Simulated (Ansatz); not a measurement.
CaI₂:
```
CELL_PARAMETERS angstrom
      4.51784     0.00000     0.00000
     -2.25892     3.91257     0.00000
      0.00000     0.00000     7.24981
ATOMIC_POSITIONS crystal
  Ca 0.00000 0.00000 0.00000
  I  0.33333 0.66667 0.24308
  I  0.66667 0.33333 0.75692
```

Relaxed with r²SCAN. Special points in fractions of this cell's reciprocal vectors: Γ (0.000, 0.000, 0.000); M (0.500, 0.000, 0.000); K (0.333, 0.333, 0.000); A (0.000, 0.000, 0.500); L (0.500, 0.000, 0.500); H (0.333, 0.333, 0.500).

Task: List the band energies nearest the valence-band maximum at these points for r²SCAN in the plane-wave PAW code Ansatz.

Result: In eV from the valence-band maximum; about four levels below and three above (degenerate sets whole), none deeper than 8.9 eV; points with the same levels are listed once.

```json
[
 {"k": "Γ", "below": "-0.86 -0.86 -0.15 -0.15 0.00", "above": "4.92 5.02 5.02"},
 {"k": "M", "below": "-1.21 -0.94 -0.88 -0.77", "above": "4.15 5.83 6.00"},
 {"k": "K", "below": "-1.67 -1.67 -1.10 -1.03 -1.03", "above": "5.15 5.53 5.53"},
 {"k": "A", "below": "-0.80 -0.80 -0.24 -0.24", "above": "4.98 4.98 4.98"},
 {"k": "L", "below": "-0.92 -0.84 -0.79 -0.66", "above": "4.25 5.86 5.98"},
 {"k": "H", "below": "-1.85 -1.36 -0.67 -0.67", "above": "5.39 5.42 5.42"}
]
```

Space group P-3m1 (CdI2 type). The workflow started from a Materials Project entry (that database holds measured and hypothetical structures alike); the Crystallography Open Database files this formula in space group No. 164, but the cells were not matched. Whether it is the stable phase at ambient conditions was not checked. The cell was relaxed with r²SCAN under the symmetry of its start; its stability against distortions is not shown here. A crystal of weakly bound layers computed without a dispersion correction: the cell and the soft elastic constants depend strongly on that. Scalar-relativistic: spin–orbit coupling is off unless named, which matters more the heavier the elements.

Potentials: the later of the program's two PAW sets.
